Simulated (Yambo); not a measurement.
Yambo run on Ba₂NF (space group R-3m, No. 166). The wavefunctions come from this Quantum ESPRESSO step (PBEsol, PseudoDojo standard norm-conserving files, scalar-relativistic):

```
&CONTROL
  calculation = 'nscf'
  pseudo_dir = './pseudo'
  outdir = './out'
/
&SYSTEM
  ibrav = 0
  nat = 4
  ntyp = 3
  ecutwfc = 84.0
  ecutrho = 336.0
  occupations = 'fixed'
  force_symmorphic = .true.
  nbnd = 135
/
&ELECTRONS
  conv_thr = 4e-09
  diago_full_acc = .true.
  diago_thr_init = 1e-08
/
ATOMIC_SPECIES
N 14.0070 N.upf
F 18.9984 F.upf
Ba 137.3270 Ba.upf
CELL_PARAMETERS angstrom
  1.971780780141   1.138408164197   6.600823120000
 -1.971780780141   1.138408164197   6.600823120000
 -0.000000000000  -2.276816328395   6.600823120000
ATOMIC_POSITIONS crystal
N   0.500000000000   0.500000000000   0.500000000000
F   0.000000000000   0.000000000000   0.000000000000
Ba   0.757796243400   0.757796243400   0.757796243400
Ba   0.242203756600   0.242203756600   0.242203756600
K_POINTS automatic
4 4 4 0 0 0
```

Yambo input:

```
rim_cut
gw0
dyson
el_el_corr
HF_and_locXC
ppa
em1d
RandQpts= 1000000
RandGvec= 1 Ry
EXXRLvcs= 84 Ry
VXCRLvcs= 336 Ry
Chimod= "HARTREE"
% BndsRnXp
 1 | 134 |
%
NGsBlkXp= 7 Ry
% LongDrXp
 1.0 | 1.0 | 1.0 |
%
PPAPntXp= 27.2114 eV
% GbndRnge
 1 | 134 |
%
GTermKind= "BG"
DysSolver= "n"
ExtendOut
% QPkrange
 1 | 1 | 16 | 17 |
 3 | 3 | 16 | 17 |
 7 | 7 | 16 | 17 |
 13 | 13 | 16 | 17 |
%
```

k points by index: 1 = Γ, 3 = L, 7 = F, 13 = Z.

The o-*.qp file then holds:

```
#    K-point    Band    Eo [eV]    E [eV]    E-Eo [eV]    Vxc [eV]    Vnlxc [eV]    Sc|Eo [eV]    Sc|E [eV]    dSc/dw|Eo [eV]    Re(Z)    Im(Z)
#
    1    16    -0.500916    -0.946358    -0.445441    -14.61625    -17.94825    2.748564    2.886550    -8.426235    0.763553    -0.002002
    1    17    1.846395    2.184378    0.337983    -8.985657    -4.802888    -3.777916    -3.844787    -5.382139    0.834869    -0.001124
    3    16    -0.064312    -0.558917    -0.494605    -14.57212    -17.68534    2.471660    2.618609    -8.082340    0.770994    -0.001763
    3    17    1.878171    2.290399    0.412228    -9.705628    -5.321961    -3.884310    -3.971439    -5.749977    0.825553    -0.001116
    7    16    0.000000    -0.475561    -0.475561    -14.98330    -18.14062    2.539728    2.681762    -8.124764    0.770068    -0.001751
    7    17    0.894243    1.223592    0.329349    -8.737831    -4.544450    -3.797227    -3.864032    -5.517779    0.831409    -0.001141
    13    16    -0.573554    -1.028889    -0.455334    -14.33539    -17.64116    2.709385    2.850433    -8.425933    0.763558    -0.002120
    13    17    2.796955    3.299659    0.502704    -10.27815    -5.813607    -3.855215    -3.961838    -5.770475    0.825040    -0.955286E-3
```
(The two width columns are left out.) Convergence of these settings isn't established.

Geometry relaxed with PBEsol.

The structure is a Materials Project entry; no match was found in the copy of COD used, and its stability was not checked.
